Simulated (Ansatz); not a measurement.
ZrB2 in space group P6/mmm (No. 191; Zr on 1a, B on 2d) at seven volumes, plane-wave PAW PBE (Ansatz code), shape and atoms relaxed at each. One row is withheld.

| V (Å³/atom) | P (GPa) |
|---|---|
| 9.357 | 27.01 |
| 9.665 | ? |
| 9.974 | 7.70 |
| 10.282 | 0.01 |
| 10.591 | -6.63 |
| 10.899 | -12.34 |
| 11.208 | -17.27 |

Fit the shown pressures and predict the withheld one.

P = (3/2)B₀(x^(7/2) − x^(5/2))[1 + (3/4)(B′ − 4)(x − 1)] with x = (V₀/V)^(2/3). Least squares on the six rows gives V₀ = 10.283 Å³/atom, B₀ = 238 GPa, B′ = 3.95. At V = 9.665, x = 1.0422 and P = 16.67 GPa. The run itself gave 16.64 GPa.

The PBE relaxation kept the symmetry of its start. The run is not spin-polarised.

Potentials: the later of the program's two PAW sets.
